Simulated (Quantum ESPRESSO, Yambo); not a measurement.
AgI (zinc blende, space group F-43m, No. 216). Cell and atoms were relaxed with PBEsol from Materials Project entry mp-22925, within its symmetry. Chain: PBEsol (Quantum ESPRESSO, PseudoDojo norm-conserving, 82 Ry, with spin-orbit coupling); G0W0 in Yambo (4×4×4 Γ-centred k mesh, bands 9 to 152 and a 6 Ry block in the screening, 152 bands in G with the Bruneval-Gonze terminator, plasmon pole fitted at 27.2 eV); BSE (6×6×6 mesh, 10 valence and 4 conduction bands, static screening with 78 bands and a 4 Ry block, scissor 1.11 eV, Tamm-Dancoff).

```json
{
  "PBEsol gap (dense path)": "0.97 eV",
  "PBEsol gap Γ → Γ on the GW mesh": "0.97 eV",
  "PBEsol smallest direct gap on the GW mesh, at Γ": "0.97 eV",
  "G0W0 direct gap at that point": "2.08 eV",
  "G0W0 correction to the gap Γ → Γ": "1.11 eV",
  "lowest_exciton": "no binding energy given (see below)"
}
```

Rough cost of the Yambo steps against G0W0 for 11 states: BSE within a factor of two.

Nearest settings tried, and what they do to the gap: 74 bands in W: +110 meV. Not varied: bands in G, block, mesh. So the settings aren't converged at that level. The BSE states are vertical excitations (zero momentum). The lowest state covers only about 1 of the 216 k points, so the mesh doesn't resolve it: its energy and its distance from the direct gap are mesh artefacts. An extended exciton needs a far denser mesh.
